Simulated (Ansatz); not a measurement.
Input:

Starting cell, SiC (wurtzite):

```
SiC
1.0
    6.18391     0.00000     0.00000
   -1.54598     2.67771     0.00000
    0.00000     0.00000     5.07427
Si C
4 4
Cartesian
  1.54598   0.89257   0.00264
  4.63793   0.89257   0.00264
  0.00000   1.78514   2.53977
  3.09195   1.78514   2.53977
  1.54598   0.89257   3.16980
  4.63793   0.89257   3.16980
  0.00000   1.78514   0.63266
  3.09195   1.78514   0.63266
```

A phonon eigenvector at M = (0.5, 0.0, 0.0) is frozen into this cell: atom i moves by Q times the vector below, so Q is the largest atomic displacement, in Å. The cell is held. (q is in reciprocal vectors of the primitive cell; the cell shown is doubled to hold the pattern.)

```csv
atom,x,y,z
Si1,0.309,0.178,0.934
Si2,-0.309,-0.178,-0.934
Si3,0.309,0.178,-0.934
Si4,-0.309,-0.178,0.934
C5,-0.177,-0.102,0.385
C6,0.177,0.102,-0.385
C7,-0.177,-0.102,-0.385
C8,0.177,0.102,0.385
```

All values below come from PBE (plane waves to 420 eV, PAW, scalar-relativistic; Ansatz, an electronic-structure program). k mesh 6×12×7 (Γ-centred), Fermi-Dirac smearing 0.05 eV. Energies are smeared free energies. SiC was relaxed with its symmetry unable to fall. ΔE is measured from the undisplaced structure.

The scan covers Q from -0.280 to 0.280 Å in 13 points.

Q: Which space group does the distorted structure have?

A: Pmc2_1 (No. 26), lowered from P6_3mc.

Q: What is the energy change at Q = 0.280 Å?

A: 3132 meV/cell.

Q: What harmonic wavenumber does the curvature at Q = 0 give?

A: 429 cm⁻¹.

(For displaced atoms, the force is minus the slope of the energy, and its curvature is a force constant, which sets phonon frequencies.)
